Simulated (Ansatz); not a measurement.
Method: Ansatz 0.2.0, DFT PBE, scalar-relativistic, plane waves, PAW. All cells share a 420 eV cutoff and Γ-centred k meshes spaced at most about 0.3 Å⁻¹ (about 0.25 or finer for metals, 2π included). No spin polarisation in the final relaxations.

All energies are static (0 K, no zero-point motion). All come from trial cells, and lower structures may exist.

Problem. These unrelaxed guesses for AsP2 are each relaxed within their symmetry. Order them by the energy at which they end, lowest first.
A.

```
CELL_PARAMETERS angstrom
3.45215 0.00000 0.00000
-1.72607 2.98965 0.00000
0.00000 0.00000 8.78701
ATOMIC_POSITIONS crystal
P 0.66667 0.33333 0.37980
P 0.33333 0.66667 0.62020
P 0.33333 0.66667 0.87980
P 0.66667 0.33333 0.12020
As 0.00000 0.00000 0.50000
As 0.00000 0.00000 0.00000
```

B.

```
CELL_PARAMETERS angstrom
5.95092 0.00000 0.00000
0.00000 5.95092 0.00000
0.00000 0.00000 2.35852
ATOMIC_POSITIONS crystal
P 0.86318 0.63682 0.00000
P 0.13682 0.36318 0.00000
P 0.63682 0.13682 0.00000
P 0.36318 0.86318 0.00000
As 0.50000 0.50000 0.00000
As 0.00000 0.00000 0.00000
```

Solution. B (ends in P4/mbm, 0 meV/atom), A (ends in P6_3/mmc, 37 meV/atom). Even the lowest end lies +0.22 eV/atom against the elements.

Cells relaxed within their symmetry can be saddle points. Some structure types and database cells were kept out of the candidates from the start, so a known form may be missing.
